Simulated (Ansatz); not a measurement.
The cell comes from COD entry 1011371, which wasn't checked; take it as a given geometry. The listed cell was then made from it by scaling, straining or moving an atom.

An input for PIr2: DFT, LDA, all-electron PAW with datasets made for the crystal, scalar-relativistic (Ansatz 0.2.0).

Command: `ansatz run input.yaml --threads 1 --pin off --max-ram 4096MiB --backend cpu --events-out ev --progress --plain --runs-dir out` The run took 35 s on 1 thread of Intel(R) Xeon(R) Platinum 8488C (Sapphire Rapids), on a shared host, peak memory 0.91 GiB.

```yaml
crystal:
  lattice:
    - [0.05535, 2.795175, 2.795175]
    - [2.795175, 0.05535, 2.795175]
    - [2.795175, 2.795175, 0.05535]
  atoms:
    - { symbol: P, position: [0.0, 0.0, 0.0] }
    - { symbol: Ir, position: [0.25, 0.25, 0.25] }
    - { symbol: Ir, position: [0.75, 0.75, 0.75] }
kpoints:
  mp_grid: { grid: [11, 11, 11] }
scf:
  occupations: { method: fermi_dirac, width: 0.05 }
hamiltonian:
  xc: lda
  pseudopotentials: { kind: all_electron, datasets: crystal }
output:
  forces: true
  stress: true
  eigenvalues: true
  efg: { contact_densities: true }
```

Set-up and iterations as logged by Ansatz (the results part is left out, to be predicted):

```
hamiltonian.pseudopotentials.datasets: crystal makes datasets for this crystal and solves the spheres of its atoms anew in each pass: cutoff 280.0 eV, the density's 1400.0 eV; for an error of 0.50 meV an atom under PBE, 1.5 meV for the cell; an energy difference from a run of another recipe may be off by several times the error for the cell, under r2SCAN by more, where some 0.1 meV an atom stays at smaller errors; P in spheres of 1.000 Å, 5 of its electrons in bands, 8 on its site; Ir in spheres of 1.376 Å, 17 of its electrons in bands; only band paths and densities of states list, in semicore columns, the levels of the semicore shells that are solved separately: 2s of P, 2p of P
band count auto-derived: 25 (N_el = 39.0; filled up to band 20; 24 by the electrons, moments and atoms)
Engine: ansatz 0.2.0
Pseudopotentials: kind: all_electron
Pseudopotential: P, paw, valence charge 13, recommended cutoff 280 eV (normal), Koelling and Harmon's equation, gaussian nucleus
Pseudopotential: Ir, paw, valence charge 17, recommended cutoff 280 eV (normal), Koelling and Harmon's equation, gaussian nucleus
Functional definition: SPW92
  exchange = slater_x
  correlation = pw_c
Crystal: 3 atoms, lattice volume = 42.380 Å³
Basis set: ecut = 280 eV, 453 PW (Γ)
Bands: 25, of which v1, the nominal top of the filled ones, is band 20 counted from 1 (19 counted from 0)
Symmetry: 12 space group operations
Space group: R-3m (ITA 166), of the structure as read, at distance tolerance 3.5e-5 Å
k-points: 146 of 1331
Non-local potential: P, projectors of the file, l = 0: 1, l = 1: 1
Non-local potential: Ir, projectors of the file, l = 0: 2, l = 1: 2, l = 2: 2
PAW form: soft (Blöchl's): semilocal exchange-correlation on the pseudo side does not see the compensation charge
PAW one-centre angular grid: P, 110 points (default); XC on its mesh's 1885 points in the sphere
PAW one-centre angular grid: Ir, 590 points (default); XC on its mesh's 1817 points in the sphere
Initial density: superposition of atomic densities (neutral atoms: chi_scale 0, normalization atom)
Initial wavefunctions: pseudopotential atomic-orbital guess
Functional: x = slater, c = lda
iter 1 solved again at ethr=9.92e-3 eV; its pass at ethr=1.00e-1 eV (dr2=3.87e0 eV) is discarded
SCF iter   1: F=—  HF=-978790.489629 eV  |F-HF|=—  |Δ(HF+E_count)|=         —  Δρ=1.08e-1  dr2=5.43e0  ethr=9.92e-3  ⟨swp⟩=3.1  Hψ=18580  notcnv=0
SCF iter   2: F=—  HF=-978789.460296 eV  |F-HF|=—  |Δ(HF+E_count)|=    1.03e0  Δρ=5.35e-2  dr2=1.26e0  ethr=9.92e-3  ⟨swp⟩=2.1  Hψ=7311  notcnv=0
iter 3 solved again at ethr=1.38e-4 eV; its pass at ethr=3.23e-3 eV (dr2=5.40e-2 eV) is discarded
SCF iter   3: F=—  HF=-978789.053106 eV  |F-HF|=—  |Δ(HF+E_count)|=   4.07e-1  Δρ=1.27e-2  dr2=6.29e-2  ethr=1.38e-4  ⟨swp⟩=2.3  Hψ=17322  notcnv=0  defer=11
eigensolver tolerance schedule calibrated: the retry pair's looser diagonalisation under-reported the residual by θ = 0.14 (0.10/decade); ethr = c·dr2/N_el runs at the constant in force after the calibration composes with the one it found (an armed cap, an earlier calibration), c = 9.3e-2
SCF iter   4: F=—  HF=-978789.148227 eV  |F-HF|=—  |Δ(HF+E_count)|=   9.51e-2  Δρ=9.05e-3  dr2=3.85e-2  ethr=1.38e-4  ⟨swp⟩=3.1  Hψ=8567  notcnv=0  defer=2
SCF iter   5: F=—  HF=-978789.141873 eV  |F-HF|=—  |Δ(HF+E_count)|=   6.35e-3  Δρ=2.68e-3  dr2=3.52e-3  ethr=9.18e-5  ⟨swp⟩=3.0  Hψ=8773  notcnv=0
SCF iter   6: F=—  HF=-978789.144213 eV  |F-HF|=—  |Δ(HF+E_count)|=   2.34e-3  Δρ=8.92e-4  dr2=4.17e-4  ethr=8.38e-6  ⟨swp⟩=2.1  Hψ=6538  notcnv=0  defer=4
SCF iter   7: F=—  HF=-978789.144195 eV  |F-HF|=—  |Δ(HF+E_count)|=   1.79e-5  Δρ=3.17e-4  dr2=5.74e-5  ethr=9.93e-7  ⟨swp⟩=2.2  Hψ=7890  notcnv=0  defer=4
SCF iter   8: F=—  HF=-978789.144189 eV  |F-HF|=—  |Δ(HF+E_count)|=   6.63e-6  Δρ=9.01e-5  dr2=5.36e-6  ethr=1.37e-7  ⟨swp⟩=2.1  Hψ=6554  notcnv=0  defer=4
SCF iter   9: F=—  HF=-978789.144188 eV  |F-HF|=—  |Δ(HF+E_count)|=   5.76e-7  Δρ=3.59e-5  dr2=7.34e-7  ethr=1.28e-8  ⟨swp⟩=3.0  Hψ=7590  notcnv=0
SCF iter  10: F=-978789.144188 eV  HF=-978789.144188 eV  |F-HF|=1.16e-8  |Δ(HF+E_count)|=   9.21e-8  Δρ=6.36e-6  dr2=2.14e-8  ethr=1.75e-9  ⟨swp⟩=3.0  Hψ=7101  notcnv=0
```

Spin polarisation is left out, and whether a magnetic state lies lower isn't shown here.

Problem. What pressure will this run report?

Solution. -4.54 GPa (positive in compression).

Problem. How large will the largest force be?

Solution. 0.063 eV/Å.
